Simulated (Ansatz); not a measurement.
Values for one crystal, relaxed and computed with the program Ansatz at the PBE level (PAW); other levels are named.

| Quantity | Value |
|---|---|
| Volume per atom | 21.48 Å³ |
| Band gap | 0.22 eV (indirect) |
| Hole effective mass, band 3 of 3 at the edge | 0.14 along [100], 0.10 along [110], 0.094 along [111] (mₑ) |
| Zone-centre stability | no imaginary mode at Γ |
| Young's modulus | 107 GPa |
| Hill bulk and shear moduli | 54.2 and 45.5 GPa |
| Dynamical stability on the path | stable (no imaginary branch) |

Which compound is it?
A) TlBr, CsCl type
B) Li2O, anti-fluorite
C) SnO2, CdI2 type
D) Mg2Si, fluorite or antifluorite type

D, Mg2Si, fluorite or antifluorite type

Space group Fm-3m (fluorite or antifluorite type). The cell was relaxed with PBE under the symmetry of its start.

Potentials: the later of the program's two PAW sets.
